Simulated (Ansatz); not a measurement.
# Trial structures of RbDyH4: starts and ends

Level of theory: Ansatz 0.2.0, DFT PBE, scalar-relativistic, plane waves, PAW, and for the lanthanide a 4f-in-core norm-conserving potential. All cells share a 630 eV cutoff and Γ-centred k meshes spaced at most about 0.3 Å⁻¹ (about 0.25 or finer for metals, 2π included). No spin polarisation in the final relaxations.

Each guess was relaxed in cell and atoms at zero pressure, within the symmetry of its start. All energies are static (0 K, no zero-point motion). Coordination counts H atoms around Dy and Rb (those within 1.25 times the shortest such distance or 1.15 times the sum of covalent radii, 1.27 where that leaves under three; a plus sign parts nearer from farther groups).

```
guess     made from  start group  V start (Å³/atom)  end group  V end (Å³/atom)  coordination at the end  gap on mesh (eV)  E over the lowest end (meV/atom)
    1  TbNi4Au type        F-43m               15.8      F-43m             12.1             Rb 12, Dy 12              0.77                               613
    2  SmSiNi4 type         Cmmm               16.3       Cmmm             17.7               Rb 8, Dy 2                 0                               388
    3  EuAlAg4 type        P-6m2               16.3          ?                ?                        ?                 ?                                 ?
    4   LaPrC4 type       P4/mmm               14.8     P4/mmm             14.4            Rb 10, Dy 8+2                 0                                95
    5   LaGdC4 type         Cmmm               14.5       Cmmm             12.9            Rb 10, Dy 6+4                 0                                 0
```

Guess 3 as it starts:

Space group P-6m2 (No. 187). a = 5.234 Å, b = 5.234 Å, c = 4.123 Å, α = 90.00°, β = 90.00°, γ = 120.00°
```csv
atom,site,symmetry,x,y,z
Rb,1a,-6m2,0.0000,0.0000,0.0000
Dy,1c,-6m2,0.3333,0.6667,0.0000
H,1e,-6m2,0.6667,0.3333,0.0000
H,3k,mm2,0.0045,0.5023,0.5000
```

Question: Fill in the missing row: what does this guess relax into, and where does it rank?

Answer: It ends in space group P-6m2 (No. 187), with a = 5.584 Å, c = 3.444 Å, 15.5 Å³/atom and a gap of 0.12 eV. It lies 180 meV/atom over the lowest end, above guess 4 and below guess 2. Counting H atoms around Dy and Rb, this end has Rb 15, Dy 6 and the lowest (guess 5) has Rb 10, Dy 6+4.

```
Rb Dy H
1.0
     5.58357    0.00000    0.00000
    -2.79179    4.83552    0.00000
     0.00000    0.00000    3.44441
Rb Dy H
1 1 4
Direct
  0.00000 0.00000 0.00000
  0.33333 0.66667 0.00000
  0.66667 0.33333 0.00000
  0.05601 0.52801 0.50000
  0.47199 0.52801 0.50000
  0.47199 0.94399 0.50000
```

The zero of energy is the elements' standard structures at the same level (H₂ as a molecule); no fitted shifts are applied.

Question: Is the lowest end bound against the elements?

Answer: No: its formation energy is +0.05 eV/atom. The separate elements lie lower, so it is unstable against them.

Kohn–Sham gaps at this level usually fall short of measured ones. The zero gap of Cmmm at 12.9 Å³/atom, Cmmm at 17.7 Å³/atom may come from the functional, which often closes small gaps, or the cell may be a true semimetal. With hydrogen, zero-point motion can shift formation energies by some tens of meV/atom. Cells relaxed within their symmetry can be saddle points. A lower structure may well exist outside this small set. Some structure types and database cells were kept out of the candidates from the start, so a known form may be missing.

The lanthanide is trivalent by construction, without f bands, f moments or other valences. The reference runs of the other elements, and any phases without the lanthanide, used 420 eV, which shifts energies against them by under 10 meV/atom. The lanthanide's reference is the lowest of its hcp, dhcp and fcc cells.
